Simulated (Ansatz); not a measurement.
# As2Se: iterations to self-consistency

Method: DFT PBE, scalar-relativistic, plane waves, PAW in Ansatz 0.2.0.

```xyz
6
Lattice="-3.5294 3.5294 2.6536 3.5294 -3.5294 2.6536 3.5294 3.5294 -2.6536" Properties=species:S:1:pos:R:3 pbc="T T T"
As    0.0000    5.2941    0.6634
As    0.0000    1.7647    0.6634
As    1.7647    3.5294    1.9902
As   -1.7647    3.5294    1.9902
Se    0.0000    0.0000    2.6536
Se    3.5294    0.0000    1.3268
```

| Property | Result |
| --- | --- |
| plane-wave cutoff | 420 eV |
| Γ-centred k-mesh | 8×8×8 |
| occupation rule | Gaussian smearing, 0.1 eV |
| spin treatment | unpolarised |

Each run starts from superposed atomic densities and uses Broyden mixing with its automatic preconditioner, at most 120 iterations and the default threshold on the density residual; only the length of the Broyden history differs.

| length of the Broyden history | iterations | converged | density residual (eV) at iterations 1, 3, 5 |
| --- | --- | --- | --- |
| 1 | 15 | yes | 0.48 0.011 0.00093 |
| 2 | 10 | yes | 0.48 0.011 0.00025 |
| 3 | 10 | yes | 0.48 0.011 0.00024 |
| 8 | 9 | yes | 0.48 0.011 0.00024 |

Cost: 4 runs of about 2.7 core-minutes in all, on Intel Xeon Processor @ 2.50GHz (Skylake/Cascade Lake) (shared hosts).